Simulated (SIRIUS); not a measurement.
Worked example: self-consistent single point of PbSe (Fm-3m, 2 atoms in the cell; from Materials Project mp-2201, changed as shown) in SIRIUS.

Method: PBE, FP-LAPW (LAPW with two local orbitals a valence shell; core below -3 Ha), all-electron full potential with ZORA scalar-relativistic valence and Dirac core (SIRIUS).

The change in words: volume scaled by 1.01. Reference geometry (Fm-3m):
```xyz
2
Lattice="0.0000 3.0908 3.0908 3.0908 0.0000 3.0908 3.0908 3.0908 0.0000" Properties=species:S:1:pos:R:3 pbc="T T T"
Pb     0.0000     0.0000     0.0000
Se     3.0908     3.0908     3.0908
```

Reference input (self-consistent single point, DFT, PBE, FP-LAPW (LAPW with two local orbitals a valence shell; core below -3 Ha), all-electron full potential with ZORA scalar-relativistic valence and Dirac core): parameters.ngridk = 6 6 6; basis = LAPW with two local orbitals a valence shell, core below -3 Ha; unit_cell.atom_type_rmt = {Pb: 2.4, Se: 2.4} bohr; parameters.xc_functionals = [XC_GGA_X_PBE, XC_GGA_C_PBE]; parameters.aw_cutoff = 7; parameters.pw_cutoff = 16 1/bohr; parameters.smearing = gaussian; parameters.smearing_width = 0.00183747 Ha; parameters.electronic_structure_method = full_potential_lapwlo; parameters.lmax_apw = 8; parameters.lmax_rho = 8; parameters.lmax_pot = 8. This run's input differs from it in these lines:

```diff
@@ -36,7 +36,7 @@
     "lattice_vectors": [
-      [0.0, 0.7071067474, 0.7071067474],
-      [0.7071067474, 0.0, 0.7071067474],
-      [0.7071067474, 0.7071067474, 0.0]
+      [0.0, 0.7071067464, 0.7071067464],
+      [0.7071067464, 0.0, 0.7071067464],
+      [0.7071067464, 0.7071067464, 0.0]
     ],
-    "lattice_vectors_scale": 8.260157,
+    "lattice_vectors_scale": 8.287598,
     "atom_coordinate_units": "lattice",
```

Output, abridged:

```
[find] density tolerance         : 1e-06
[find] total energy tolerance    : 1e-07
[find] iter_solver_tol (initial) : 0.01
[find] iter_solver_tol (target)  : 1e-13
[find] num_dft_iter              : 100
Charges and magnetic moments
--------------------------------------------------------------------------------
atom      charge    core leakage
--------------------------------------------------------------------------------
   0   79.414483    0.000000e+00
   1   32.259569    0.000000e+00

total core leakage    : 0.00000000e+00
interstitial charge   : 4.325949
total charge          : 116.000000
[find] | SCF iteration   0 out of 100|
   [... lines left out ...]
[find]    1   32.439756    5.819306e-05
[find] total core leakage    : 7.73497584e-03
[find] interstitial charge   : 4.279638
[find] total charge          : 115.992263
[find] Energy
[find] smearing (-TS)                 :      -0.00000000
[find] Total energy                   :  -23358.92273841 (Ha),  -46717.84547683 (Ry)
[find] Free energy (E-TS)             :  -23358.92273841 (Ha),  -46717.84547683 (Ry)
[find] band gap (eV)                  :       0.41125139
[find] Efermi                         :       0.17405375
[find] iteration : 14, RMS (target) : 2.7771e-07 (1.0000e-06) , energy difference (target) : -1.6007e-09 (1.0000e-07)
[find] converged after 15 SCF iterations!
Warning in function "check_num_electrons" at src/density/density.cpp:1179
wrong number of electrons
  obtained value : 115.992
  target value : 116
  difference : 0.00773744
  total core leakage : 0.00773498
    atom class : 0, core leakage : 0.00767678
    atom class : 1, core leakage : 5.81931e-05
[find] Charges and magnetic moments
[find] atom      charge    core leakage
[find]    0   79.272868    7.676783e-03
[find]    1   32.439756    5.819306e-05
[find] total core leakage    : 7.73497584e-03
[find] interstitial charge   : 4.279638
[find] total charge          : 115.992263
[find] Energy
[find] smearing (-TS)                 :      -0.00000000
[find] Total energy                   :  -23358.92273841 (Ha),  -46717.84547683 (Ry)
[find] Free energy (E-TS)             :  -23358.92273841 (Ha),  -46717.84547683 (Ry)
[find] band gap (eV)                  :       0.41125139
[find] Efermi                         :       0.17405375
[ground_state] ==== total Forces in Ha/bohr =====
[ground_state] atom:    0, force:       0.0000000      0.0000000      0.0000000
[ground_state] atom:    1, force:       0.0000000      0.0000000      0.0000000
```

The run converged in 15 iterations. Against the reference run the free energy falls by 4.7 meV/atom and the gap on the mesh goes from 0.382 to 0.411 eV.

Spin-orbit coupling is left out, which matters for bands and gaps with elements this heavy. The structure comes from a collection of computed structures, made at another level of theory; the collection holds predicted forms beside known ones. Values depend on the basis (sphere radii, cutoffs, local orbitals), which need not be converged.

Cost on one core: around 60 core-seconds (rough).

The gap that the log prints is read on the run's mesh, which can miss the band edges or a crossing.
